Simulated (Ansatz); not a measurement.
An Ansatz (a quantum-chemistry and plane-wave program) run. Input:

Ansatz 0.2 input:
```yaml
crystal:
  lattice:
    - [3.149435444, 0.0, 0.0]
    - [-1.574717722, 2.7274911021, 0.0]
    - [0.0, 0.0, 12.0886410511]
  atoms:
    - { symbol: Mo, position: [0.6666666667, 0.3333333333, 0.25] }
    - { symbol: Mo, position: [0.3333333333, 0.6666666667, 0.75] }
    - { symbol: S, position: [0.3333333333, 0.6666666667, 0.3795197996] }
    - { symbol: S, position: [0.6666666667, 0.3333333333, 0.6204802004] }
    - { symbol: S, position: [0.6666666667, 0.3333333333, 0.8795197996] }
    - { symbol: S, position: [0.3333333333, 0.6666666667, 0.1204802004] }
kpoints:
  mp_grid: { grid: [8, 8, 2] }
hamiltonian:
  xc: pbe
  dispersion: d3bj
  pseudopotentials: { kind: paw }
scf:
  occupations: { method: fixed }
phonons:
  method: dfpt
  response_accuracy: low
  qmesh: [4, 4, 1]
  interpolated_qmesh: [20, 20, 5]
  dielectric: true
  rigid_motions: translations
  temperatures: { t_max: 1000, t_step: 50 }
  qpath:
    path:
      - [[0.0, 0.0, 0.0], [0.5, 0.0, 0.0], [0.3333333333, 0.3333333333, 0.0], [0.0, 0.0, 0.0], [0.0, 0.0, 0.5], [0.5, 0.0, 0.5], [0.3333333333, 0.3333333333, 0.5], [0.0, 0.0, 0.5]]  # Γ-M-K-Γ-A-L-H-A
      - [[0.5, 0.0, 0.5], [0.5, 0.0, 0.0]]  # L-M
      - [[0.3333333333, 0.3333333333, 0.5], [0.3333333333, 0.3333333333, 0.0]]  # H-K
    npoints: 9
```

Output (shortened):

```
WARN phonons: the dynamical matrix that this run interpolates holds no multipole term above the dipole-dipole one, and a site of this crystal is no centre of …
Pseudopotential: Mo, paw, valence charge 14
Pseudopotential: S, paw, valence charge 6
Functional definition: PBE
Crystal: 6 atoms, lattice volume = 103.842 Å³
Basis set: ecut = 420 eV, 2009 PW (Γ), exchange–correlation on 48×48×180 points (8 copies of the dense FFT grid, shifted against one another)
Bands: 32, of which v1, the nominal top of the filled ones, is band 26 counted from 1 (25 counted from 0)
Symmetry: 24 space group operations
k-points: 42 of 128 (irreducible under 2 space group operations, time reversal used)
SCF iter   1: F=—  HF=-13528.083999 eV  |F-HF|=—  |Δ(HF+E_count)|=         —  Δρ=5.66e-3  dr2=9.15e-3  ethr=1.77e-3  ⟨swp⟩=5.0  Hψ=4888  notcnv=0  defer=134
preconditioner: auto → Resta (q_TF=auto, 2.431 Å⁻¹)
SCF iter   2: F=—  HF=-13528.092768 eV  |F-HF|=—  |Δ(HF+E_count)|=   8.77e-3  Δρ=3.24e-3  dr2=2.56e-3  ethr=1.76e-5  ⟨swp⟩=2.0  Hψ=2522  notcnv=0  defer=166
SCF iter   3: F=—  HF=-13528.097536 eV  |F-HF|=—  |Δ(HF+E_count)|=   4.77e-3  Δρ=9.11e-4  dr2=1.75e-3  ethr=4.93e-6  ⟨swp⟩=2.1  Hψ=2008  notcnv=0  defer=166
SCF iter   4: F=—  HF=-13528.097405 eV  |F-HF|=—  |Δ(HF+E_count)|=   1.30e-4  Δρ=1.23e-4  dr2=1.29e-5  ethr=3.36e-6  ⟨swp⟩=2.1  Hψ=1825  notcnv=0  defer=157
SCF iter   5: F=—  HF=-13528.097416 eV  |F-HF|=—  |Δ(HF+E_count)|=   1.04e-5  Δρ=5.12e-5  dr2=2.60e-6  ethr=2.48e-8  ⟨swp⟩=2.0  Hψ=1904  notcnv=0  defer=60
SCF iter   6: F=—  HF=-13528.097419 eV  |F-HF|=—  |Δ(HF+E_count)|=   2.86e-6  Δρ=9.36e-6  dr2=1.04e-7  ethr=5.00e-9  ⟨swp⟩=2.0  Hψ=1874  notcnv=0  defer=58
SCF iter   7: F=—  HF=-13528.097419 eV  |F-HF|=—  |Δ(HF+E_count)|=   6.66e-8  Δρ=2.20e-6  dr2=4.12e-9  ethr=1.99e-10  ⟨swp⟩=2.0  Hψ=1949  notcnv=0  defer=58
SCF iter   8: F=—  HF=-13528.097419 eV  |F-HF|=—  |Δ(HF+E_count)|=   3.43e-9  Δρ=4.21e-7  dr2=2.98e-10  ethr=7.92e-12  ⟨swp⟩=2.0  Hψ=2036  notcnv=0  defer=58
SCF iter   9: F=-13528.097419 eV  HF=-13528.097419 eV  |F-HF|=1.82e-12  |Δ(HF+E_count)|=  1.80e-10  Δρ=9.06e-8  dr2=1.58e-11  ethr=1.00e-12  ⟨swp⟩=11.6  Hψ=8202  notcnv=0
SCF 1 converged in 9 iterations: F = -13528.097419 eV  dr2 = 1.58e-11
NSCF: frozen V_eff on 2 k-points
DFPT response loops at Γ: preconditioner auto → Resta (q_TF=auto, 2.431 Å⁻¹)  ε∞=8.2 (no band partly filled) …
── the response to a field inside a basis, on 8×8×2 k-points: an SCF that follows is theirs, and a resumed run solves both again ──
Crystal: 6 atoms, lattice volume = 103.842 Å³
Bands: 27, of which v1, the nominal top of the filled ones, is band 26 counted from 1 (25 counted from 0)
k-points: 20 of 128 (irreducible under 8 space group operations)
SCF iter   1: F=—  HF=-13528.039896 eV  |F-HF|=—  |Δ(HF+E_count)|=         —  Δρ=2.67e-4  dr2=1.66e-5  ethr=1.00e-1
preconditioner: auto → Resta (q_TF=auto, 2.431 Å⁻¹)
SCF iter   2: F=—  HF=-13528.039909 eV  |F-HF|=—  |Δ(HF+E_count)|=   1.31e-5  Δρ=1.46e-4  dr2=5.34e-6  ethr=3.19e-8
SCF iter   3: F=—  HF=-13528.039915 eV  |F-HF|=—  |Δ(HF+E_count)|=   6.09e-6  Δρ=2.76e-5  dr2=1.33e-6  ethr=1.03e-8
SCF iter   4: F=-13528.039915 eV  HF=-13528.039915 eV  |F-HF|=4.02e-9  |Δ(HF+E_count)|=   1.47e-7  Δρ=7.90e-6  dr2=5.25e-8  ethr=2.56e-9
SCF 1 converged in 4 iterations: F = -13528.039915 eV  dr2 = 5.25e-8
DFPT response loops at Γ: preconditioner auto → Resta (q_TF=auto, 2.431 Å⁻¹)  ε∞=7.5 (no band partly filled) …
WARN: field response: ε∞ stands inside a basis, on 8×8×2 points …
NSCF: frozen V_eff on 20 k-points
NSCF: frozen V_eff on 144 k-points
DFPT response loops at q = (0, 0.25, 0) (fractional): preconditioner auto → Resta (q_TF=auto, 2.431 Å⁻¹)  ε∞=8.2 (no band partly filled) …
NSCF: frozen V_eff on 84 k-points
DFPT response loops at q = (0, -0.5, 0) (fractional): mixed as the last ones told, above
NSCF: frozen V_eff on 256 k-points
DFPT response loops at q = (0.25, 0.25, 0) (fractional): mixed as the last ones told, above
SCF converged after 9 iterations
Free energy (F): -13528.097419 eV
Harris-Foulkes:  -13528.097419 eV  (|F-HF|=1.82e-12)
Internal energy: -13528.097419 eV  (E = F + TS)
E sigma→0 (E₀):  -13528.097419 eV
Fermi energy:    11.472184 eV
--- Per-component energies (eV) ---
  E_band       = -286.728323
  E_kinetic    = 1314.469359
  E_local      = -3760.280471  (includes V_loc(G=0)·N_el)
  E_nonlocal   = 398.550744
  E_hartree    = 1439.423797
  E_xc         = -758.062082
  E_vxc        = -811.470410  (∫ρ·V_xc dr)
  E_paw        = -8803.189805  (= ΣΔE_a)
  E_vpaw       = -306.845013  (= ΣTr[D̂ρ^β])
  E_aug_tail   = 0.000084  (compensation charges beyond the density's cutoff)
  E_ewald      = -3356.383240
  E_disp       = -2.625804  (pairwise vdW)
  E_smearing   =  0.000000  (= −TS)
  E_closure    = 0.000000  (closes the sum)
  Σ components = -13528.097419   (vs F -13528.097419, Δ=0.00e0)
  [band-id]    e_kinetic+e_local+e_nonlocal+2·e_hartree+e_vxc+e_vpaw+e_augmentation_tail = -286.728114   (vs E_band -286.728323, Δ=2.10e-4)
--- Band table (eV; the first three rows and the last of 42) ---
  k-point 0: bands = ["-50.0823", "-50.0823", "-24.2433", "-24.2432", "-23.9992", "-23.9992", "-23.9992", "-23.9992", "-3.6634", "-3.3192", "-2.4632", "-1.9045", "4.3908", "5.5985", "7.7622", "8.1396", "8.1396", "8.1566", "8.1566", "9.2465", "9.2465", …
  k-point 1: bands = ["-50.0823", "-50.0823", "-24.2432", "-24.2432", "-23.9992", "-23.9992", "-23.9992", "-23.9992", "-3.5235", "-3.5235", "-2.1557", "-2.1557", "4.8895", "4.8895", "8.1479", "8.1479", "8.1479", "8.1479", "8.7950", "8.7950", "9.2770", …
  k-point 2: bands = ["-50.0760", "-50.0760", "-24.2310", "-24.2309", "-24.0615", "-24.0615", "-24.0134", "-24.0134", "-3.4238", "-3.0844", "-2.3455", "-1.8229", "4.6575", "5.8521", "7.3640", "7.6345", "7.6805", "8.3765", "8.4093", "8.5191", "8.8866", …
  k-point 41: bands = ["-50.0391", "-50.0391", "-24.3366", "-24.3366", "-24.1738", "-24.1738", "-24.1587", "-24.1587", "-1.5810", "-1.5810", "-1.3207", "-1.3207", "5.4509", "5.4509", "5.7241", "5.7241", "6.8269", "6.8269", "7.5441", "7.5441", "7.8757", …
--- Phonons (Γ-DFPT): 4 representative perturbations + reference, on 42 of 128 k-points (Σ response iterations 12) ---
  ASR residual: 2.000e-4 → 0.000e0 eV/Å²; symmetrization residual: 1.323e-4 eV/Å²
  pairwise dispersion correction: d3bj (s6 = 1.0, s8 = 0.7875, a1 = 0.4289, a2_bohr = 4.4407), with the weights of each atom's references fixed at the …
  ASR residual per site (eV/Å²): 2.00e-4 2.00e-4 1.01e-4 1.01e-4 1.01e-4 1.01e-4
  Γ frequencies (cm⁻¹): 0.00 0.00 0.00 35.81 35.81 62.20 281.29 281.29 284.38 284.38 379.88 379.88 380.14 380.14 401.62 410.51 463.42 469.10
  ε∞ (high-frequency dielectric tensor):
       15.552337     0.000000     0.000000
        0.000000    15.552337     0.000000
        0.000000     0.000000     7.133771
  ε⁰ (static dielectric tensor: ions relaxed, cell fixed):
       15.732533     0.000000     0.000000
        0.000000    15.732533     0.000000
        0.000000     0.000000     7.196466
  ε⁰ − ε∞ (ionic part):
        0.180196     0.000000     0.000000
        0.000000     0.180196     0.000000
        0.000000     0.000000     0.062696
  softest optical mode at Γ: 35.81 cm⁻¹; the repairs (sum rule, projections) moved no ω² at Γ by more than (4.59 cm⁻¹)²
  Born effective charges Z* (e; rows j = field, columns β = displacement):
    site 0:
        -1.02765    0.00000    0.00000
         0.00000   -1.02765    0.00000
         0.00000    0.00000   -0.73895
    site 1:
        -1.02765    0.00000    0.00000
         0.00000   -1.02765    0.00000
         0.00000    0.00000   -0.73895
    site 2:
         0.51383    0.00000    0.00000
         0.00000    0.51383    0.00000
         0.00000    0.00000    0.36948
    site 3:
         0.51383    0.00000    0.00000
         0.00000    0.51383    0.00000
         0.00000    0.00000    0.36948
    site 4:
         0.51383    0.00000    0.00000
         0.00000    0.51383    0.00000
         0.00000    0.00000    0.36948
    site 5:
         0.51383    0.00000    0.00000
         0.00000    0.51383    0.00000
         0.00000    0.00000    0.36948
  Z* charge neutrality: 2.616e-2 e pre-enforcement
  solved inside a basis spanned on kpoints, on 8×8×2 k-points, its susceptibility summed on 14×14×4: ε∞ is read to err by 8.9e-2, Z* by 2.2e-2 e (field_mesh …
  optical modes at Γ without the LO–TO term, one row a degenerate level:
      ω (cm⁻¹)  modes    IR ((D/Å)²/amu)
         35.81      2             0.0000
         62.20      1             0.0000
        281.29      2             0.0000
        284.38      2             0.0000
        379.88      2             0.0000
        380.14      2             2.5356
        401.62      1             0.0000
        410.51      1             0.0000
        463.42      1             0.6555
        469.10      1             0.0000
  optical modes at Γ + LO–TO along q̂ = [1.0000, 0.0000, 0.0000]:
      ω (cm⁻¹)  modes    IR ((D/Å)²/amu)
         35.81      2             0.0000
         62.20      1             0.0000
        281.29      2             0.0000
        284.38      2             0.0000
        379.88      2             0.0000
        380.14      1             1.2678
        382.34      1             1.2678
        401.62      1             0.0000
        410.51      1             0.0000
        463.42      1             0.6555
        469.10      1             0.0000
  optical modes at Γ + LO–TO along q̂ = [0.0000, 1.0000, 0.0000]:
      ω (cm⁻¹)  modes    IR ((D/Å)²/amu)
         35.81      2             0.0000
         62.20      1             0.0000
        281.29      2             0.0000
        284.38      2             0.0000
        379.88      2             0.0000
        380.14      1             1.2678
        382.34      1             1.2678
        401.62      1             0.0000
        410.51      1             0.0000
        463.42      1             0.6555
        469.10      1             0.0000
  optical modes at Γ + LO–TO along q̂ = [0.0000, 0.0000, 1.0000]:
      ω (cm⁻¹)  modes    IR ((D/Å)²/amu)
         35.81      2             0.0000
         62.20      1             0.0000
        281.29      2             0.0000
        284.38      2             0.0000
        379.88      2             0.0000
        380.14      2             2.5356
        401.62      1             0.0000
        410.51      1             0.0000
        465.45      1             0.6555
        469.10      1             0.0000
  non-analytic LO–TO correction: the dipole-dipole term of the run's Born effective charges and high-frequency dielectric tensor (where they are solved with …
--- Phonons (arbitrary-q DFPT): 4 irreducible q on the 4×4×1 mesh ---
  q = [0.0000, 0.0000, 0.0000] (star 1, of the zone-centre solve; hermiticity 8.51e-6, symmetrization 5.75e-7):  0.00 0.00 0.00 35.81 35.81 62.20 281.29 281.29 284.38 284.38 379.88 379.88 380.14 380.14 401.62 410.51 463.42 469.10
  q = [0.0000, 0.2500, 0.0000] (star 6, 6 solved perturbations on 72 of 128 k-point pairs; hermiticity 4.58e-6, symmetrization 4.21e-14): 97.81 99.93 112.81 118.94 178.11 181.58 293.00 296.68 321.25 326.85 357.71 359.67 373.21 373.83 406.53 413.61 422.03 424.39
  q = [0.0000, -0.5000, 0.0000] (star 3, 6 solved perturbations on 42 of 128 k-point pairs; hermiticity 3.53e-6, symmetrization 9.58e-14): 155.34 160.23 170.62 181.65 231.52 235.31 302.90 307.14 330.30 341.62 357.27 357.75 362.70 364.59 386.71 388.33 408.83 409.39
  q = [0.2500, 0.2500, 0.0000] (star 6, 4 solved perturbations in 400 linear systems a pass and spin channel, the states on 128 of 128 k-point pairs; hermiticity 1.96e-6, symmetrization 1.13e-11): 163.45 170.48 184.59 189.27 213.60 217.57 318.38 323.32 330.70 …
  sum rule: each row above includes the acoustic sum rule's correction from the zone centre's row sums; it moved no ω² by more than (0.93 cm⁻¹)²
  mesh force constants: q→R imaginary residual 1.70e-18; ASR residual 2.000e-4 → 0.000e0 eV/Å²; symmetrization residual 2.842e-14 eV/Å²
  interpolated dispersion: 85 rows × 18 modes
  density of states and harmonic sums: on the 20×20×5 q-mesh, interpolated from the force constants of a 4×4×1 supercell (with the dipole–dipole term)
  largest difference from the sums on the solved wave vectors: F 4.36e-2 eV, S 5.96e-5 and C_V 1.60e-5 eV/K
  zero-point energy: 0.328214 eV/cell   skipped modes (ω ≤ 0): 3   left out of the sums: 8.33e-5 of the cell's modes …
```

Cost: around 10 core-minutes (rough) on shared cores.

Space group P6_3/mmc. The PBE+D3(BJ) relaxation kept the symmetry of its start. The run is not spin-polarised. Spin–orbit coupling is left out wherever it is not named.

Potentials: the later of the program's two PAW sets.

Ansatz is a plane-wave DFT program.
